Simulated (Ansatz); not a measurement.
HfO$_{2}$ in space group P2_1/c (No. 14; Hf on 4e, O on 4e, O on 4e), DFT-LDA in the program Ansatz with PAW potentials. The conduction-band minimum lies at Y2, with 1 equivalent valley. Second derivatives d²E/dk² of the lowest band at one valley (eV·Å²), along Cartesian directions:

```json
[
 {"direction": "[100]", "d²E/dk²": "7.145"},
 {"direction": "[010]", "d²E/dk²": "8.454"},
 {"direction": "[001]", "d²E/dk²": "3.310"},
 {"direction": "[110]", "d²E/dk²": "7.796"},
 {"direction": "[101]", "d²E/dk²": "7.323"},
 {"direction": "[011]", "d²E/dk²": "5.879"}
]
```

Problem. Find the principal effective masses, the density-of-states mass and the conductivity mass.

Solution. Off-diagonal terms follow from H_xy = H[110] − (H_xx + H_yy)/2, and m*/mₑ = 7.620 eV·Å² over each eigenvalue: 0.90, 0.94, 3.2. One valley's DOS mass (m₁m₂m₃)^(1/3) = 1.4, conductivity mass 3/(Σ 1/mᵢ) = 1.2 mₑ.

Problem. What effective density of states Nc follows at 300 K for parabolic valleys?

Solution. Nc = 2.509e19 × 1 × (1.4)^(3/2) ≈ 4.2e19 cm⁻³.

Problem. With the computed static dielectric constant 17.5 (mean of the diagonal), estimate a hydrogenic donor's binding energy and radius.

Solution. E = 13.606 eV × 1.2/17.5² ≈ 53 meV; a = 0.529 Å × ε/m* ≈ 7.7 Å. Semilocal masses tend to be too small where the gap is.

The LDA relaxation kept the symmetry of its start; of distortions, only those at the zone centre were tested. No spin polarisation was allowed. Spin–orbit coupling is left out wherever it is not named.

Potentials: the later of the program's two PAW sets.
